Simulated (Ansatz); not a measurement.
Ag (β-Sn type, I4_1/amd) at seven volumes, r²SCAN in the plane-wave PAW code Ansatz, shape and atoms relaxed at each. One row is withheld.

```
V (Å³/atom)  P (GPa)
-----------  -------
17.352             ?
17.924          6.29
18.496          2.83
19.068          0.00
19.640         -2.32
20.212         -4.22
20.784         -5.75
```

Question: Fit the shown pressures and predict the withheld one.

Answer: Third-order Birch–Murnaghan: P = (3/2)B₀(x^(7/2) − x^(5/2))[1 + (3/4)(B′ − 4)(x − 1)] with x = (V₀/V)^(2/3). Least squares on the six rows gives V₀ = 19.067 Å³/atom, B₀ = 85.33 GPa, B′ = 5.69. At V = 17.352, x = 1.0649 and P = 10.51 GPa. The run itself gave 10.50 GPa.

The start of the workflow was typed in or built on a structure type; neither database checked (COD, Materials Project) lists it. It is not the phase usual at ambient conditions (space group No. 225). The r²SCAN relaxation kept the symmetry of its start; whether a distortion lowers the energy is not shown. No spin polarisation was allowed.

Potentials: the later of the program's two PAW sets.
